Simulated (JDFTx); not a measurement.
Tl(1 0 -1 0) slab cut from bulk Tl (space group P6_3/mmc, indices of the conventional cell, lattice of the Materials Project entry mp-82, not re-optimised): 6 atoms in 6 planes, a 1x1 cell of 19.75 Å² (|a| = 3.497, |b| = 5.647 Å), 7.1 Å between the outermost planes, cell height 23.1 Å, 6×4×1 k mesh, Fermi smearing 0.01 Ha, no spin polarisation.

Final geometry:
```
Tl(1 0 -1 0)
1.0
    3.4973     0.0000     0.0000
    0.0000     5.6466     0.0000
    0.0000     0.0000    23.1000
Tl
6
Direct
  0.2500   0.7500   0.3459
  0.7500   0.2500   0.3907
  0.7500   0.7500   0.4781
  0.2500   0.2500   0.5219
  0.2500   0.7500   0.6093
  0.7500   0.2500   0.6541
```

Computed with a modified build of JDFTx: PBE, GBRV ultrasoft potentials, plane waves to 20/100 Ha. Liquid on both sides: linear PCM (GLSSA13), water, 1 M NaF; nuclei fixed, outer atoms relaxed in vacuum. Potentials are on the SHE scale by the convention U = −μ/e − 4.44 V; references calibrated for a solvation model differ from this value. This is a symmetric, unreconstructed model surface, and the continuum liquid cannot react with it. Convergence in thickness and k mesh wasn't tested for this slab.

Problem. Predict the potential of zero charge and the surface charge against electrode potential.

Solution. The potential of zero charge is -1.10 V vs SHE.

```tsv
U (V vs SHE)	μ (eV)	excess electrons per cell	σ (μC/cm², per face)	run
-2.00	-2.44	0.365	-14.8	fixed potential
-1.60	-2.84	0.209	-8.5	fixed potential
-1.33	-3.11	0.099	-4.0	fixed charge
-1.25	-3.19	0.064	-2.6	fixed potential
-1.10	-3.34	0.000	0.0	neutral
-0.60	-3.84	-0.238	9.6	fixed potential
-0.20	-4.24	-0.450	18.3	fixed potential
```
